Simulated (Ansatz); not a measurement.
**Data sheet: Tl (DFT)**

Tl:
```yaml
crystal:
  lattice:
    - [3.18748, 0.00000, 0.00000]
    - [0.00000, 3.18748, 0.00000]
    - [0.00000, 0.00000, 3.18748]
  atoms:
    - { symbol: Tl, position: [0.00000, 0.00000, 0.00000] }
```

Space group Pm-3m (No. 221), simple cubic; conventional cell a = b = c = 3.187 Å, α = β = γ = 90.00°.

Method: DFT-r²SCAN in the program Ansatz with PAW potentials. Geometry: relaxed at this level of theory. Other levels are named where they apply.

### Cell and energy

```json
{
  "volume_per_atom": "32.38 Å³",
  "density": "10.48 g/cm³"
}
```

### Electronic structure

```json
{
 "electronic_character": "metallic (no gap)",
 "Density of states at the Fermi level": "0.57 states/eV per atom (mean over ±0.08 eV)",
 "Gap with spin–orbit coupling": "none (metallic)"
}
```

### Mechanics

```json
{
 "Bulk modulus (Birch–Murnaghan fit)": "27.5 GPa",
 "Pressure derivative B′": "5.4",
 "Elastic constants (relaxed ions, GPa)": "C11 = 61.6, C12 = 10.5, C44 = -6.7",
 "mechanical_stability": "unstable (C has a negative eigenvalue)"
}
```

### Phonons

```json
{
 "dynamical_stability_on_the_path": "unstable, down to 19i cm⁻¹"
}
```

The cell is a constructed one: a structure type filled with these elements; neither database checked (COD, Materials Project) lists it. It is not the phase usual at ambient conditions (space group No. 194). Symmetry was held in the r²SCAN relaxation. As this level gives no gap, shear constants depend on the k-mesh and smearing (Fermi–Dirac, 0.1 eV here). As this level gives no gap, phonon frequencies hold no LO–TO term and depend on the k-mesh and smearing (Fermi–Dirac, 0.1 eV here). Scalar-relativistic: spin–orbit coupling is off unless named, which matters more the heavier the elements.

Potentials: the later of the program's two PAW sets.
